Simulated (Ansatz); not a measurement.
BeSe:
```yaml
crystal:
  lattice:
    - [0.00000, 2.58886, 2.58886]
    - [2.58886, 0.00000, 2.58886]
    - [2.58886, 2.58886, 0.00000]
  atoms:
    - { symbol: Be, position: [0.50000, 0.50000, 0.50000] }
    - { symbol: Se, position: [0.75000, 0.75000, 0.75000] }
```

Tensor components refer to the Cartesian frame of this cell.

### Question
Give the high-frequency dielectric tensor and the Born effective charge tensors of the independent atoms from DFPT, the program Ansatz at the PBE level (PAW).

### Answer

ε∞:
```
6.00  0.00  0.00
0.00  6.00  0.00
0.00  0.00  6.00
```
Z* of atom 1 (Be), rows: field, columns: displacement, in e:
```
1.57  0.00  0.00
0.00  1.57  0.00
0.00  0.00  1.57
```
Z* of atom 2 (Se), rows: field, columns: displacement, in e:
```
-1.57   0.00   0.00
 0.00  -1.57   0.00
 0.00   0.00  -1.57
```

Static charges for comparison (Bader): Be1 +1.57, Se2 -1.57 e. Born charges measure polarisation by displacement and can exceed these by far.

Space group F-43m (zinc blende). Symmetry was held in the PBE relaxation. The volume moved by 28 % from the start of the relaxation. Spin–orbit coupling is left out wherever it is not named.

Potentials: the later of the program's two PAW sets.
